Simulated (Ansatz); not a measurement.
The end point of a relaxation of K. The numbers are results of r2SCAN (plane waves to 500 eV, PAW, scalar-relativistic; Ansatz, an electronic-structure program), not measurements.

```cif
data_K
_chemical_formula_sum 'K1'
_space_group_name_H-M_alt 'P 1'
_space_group_IT_number 1
_cell_length_a 4.77007
_cell_length_b 4.77007
_cell_length_c 4.77007
_cell_angle_alpha 60.000
_cell_angle_beta 60.000
_cell_angle_gamma 60.000
loop_
_space_group_symop_operation_xyz
  'x, y, z'
loop_
_atom_site_label
_atom_site_type_symbol
_atom_site_fract_x
_atom_site_fract_y
_atom_site_fract_z
_atom_site_occupancy
K1 K 0.00000 0.00000 0.00000 1
```

Task: Find the space group and the Wyckoff positions (tolerance 0.01 Å).

Result: Space group Fm-3m (No. 225); a = b = c = 6.746 Å, α = β = γ = 90.00°

```tsv
atom	site	symmetry	x	y	z
K	4a	m-3m	0.0000	0.0000	0.0000
```

This is the fcc (Cu type).

Task: Give the shortest distances between elements (the closest pairs, up to four, under 3.6 Å).

Result: .

```yaml
volume_per_atom: 76.75 Å³
band_gap: no gap (metallic)
```

No spin polarisation in the result.

The run could not lose the symmetry of its start.

The relaxed structure has the type that K is known to take under pressure; here it was relaxed at zero pressure, from a generated start.
